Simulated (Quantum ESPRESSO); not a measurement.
Space group Fm-3m (No. 225); a = 5.2088 Å, b = 5.2088 Å, c = 5.2088 Å, α = 90.00°, β = 90.00°, γ = 90.00°

```json
[
 {"atom": "Mg", "site": "4a", "symmetry": "m-3m", "x": "0.0000", "y": "0.0000", "z": "0.0000"},
 {"atom": "S", "site": "4b", "symmetry": "m-3m", "x": "0.5000", "y": "0.5000", "z": "0.5000"}
]
```
(The calculation used a cell of 2 atoms; values per cell refer to that cell.)

The geometry is that of Materials Project entry mp-1315, symmetrised and not relaxed again.

**Question.** What does PBE (Quantum ESPRESSO, PseudoDojo norm-conserving, 84 Ry, without SOC) give for the electronic structure near the Fermi level?

**Answer.** The PBE gap is indirect, 2.78 eV, from Γ to X; the smallest direct gap is 3.69 eV.
